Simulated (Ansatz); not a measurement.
MgTlF₃ (cubic perovskite, Pm-3m) at seven volumes, the program Ansatz at the r²SCAN level (PAW), scaled uniformly. One row is withheld.

```tsv
V (Å³/atom)	P (GPa)
12.363	9.41
12.771	5.73
13.178	?
13.586	0.00
13.993	-2.22
14.401	-4.09
14.808	-5.68
```

Q: Fit the shown pressures and predict the withheld one.

A: P = (3/2)B₀(x^(7/2) − x^(5/2))[1 + (3/4)(B′ − 4)(x − 1)] with x = (V₀/V)^(2/3). Least squares on the six rows gives V₀ = 13.586 Å³/atom, B₀ = 80.3 GPa, B′ = 4.59. At V = 13.178, x = 1.0205 and P = 2.63 GPa. The run itself gave 2.62 GPa.

The workflow started from a Materials Project entry (that database holds measured and hypothetical structures alike); the Crystallography Open Database copy checked does not list it. Whether it is the stable phase at ambient conditions was not checked. The r²SCAN relaxation kept the symmetry of its start; its stability against distortions is not shown here. Spin–orbit coupling is left out wherever it is not named.

Potentials: the later of the program's two PAW sets.
